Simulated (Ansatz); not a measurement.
Consider the following.

Be2C:
```cif
data_C4Be8
_chemical_formula_sum 'Be8 C4'
_space_group_name_H-M_alt 'Fm-3m'
_space_group_IT_number 225
_space_group_name_Hall '-F 4 2 3'
_cell_length_a 4.32835
_cell_length_b 4.32835
_cell_length_c 4.32835
_cell_angle_alpha 90.000
_cell_angle_beta 90.000
_cell_angle_gamma 90.000
loop_
_atom_site_label
_atom_site_type_symbol
_atom_site_symmetry_multiplicity
_atom_site_Wyckoff_symbol
_atom_site_fract_x
_atom_site_fract_y
_atom_site_fract_z
_atom_site_occupancy
Be1 Be 8 c 0.25000 0.25000 0.25000 1
C1 C 4 a 0.00000 0.00000 0.00000 1
```
(The calculation used a cell of 3 atoms; values per cell refer to that cell.)

This is the PBE-relaxed structure.

**Question.** All from the program Ansatz at the PBE level (PAW), unless another level is named. Estimate the formation energy from the elements (no fitted shifts).

**Answer.** -235 meV/atom.

**Question.** And the smallest direct gap on the standard path?

**Answer.** 4.14 eV.

**Question.** And the band gap?

**Answer.** 1.17 eV (indirect).

**Question.** Give the valence-band maximum.

**Answer.** at Γ.

**Question.** What about the conduction-band minimum?

**Answer.** at X (3 equivalent valleys).

The cell was relaxed with PBE under the symmetry of its start. The references are the lowest solids computed at this level, not always the standard phases.

Potentials: the later of the program's two PAW sets.
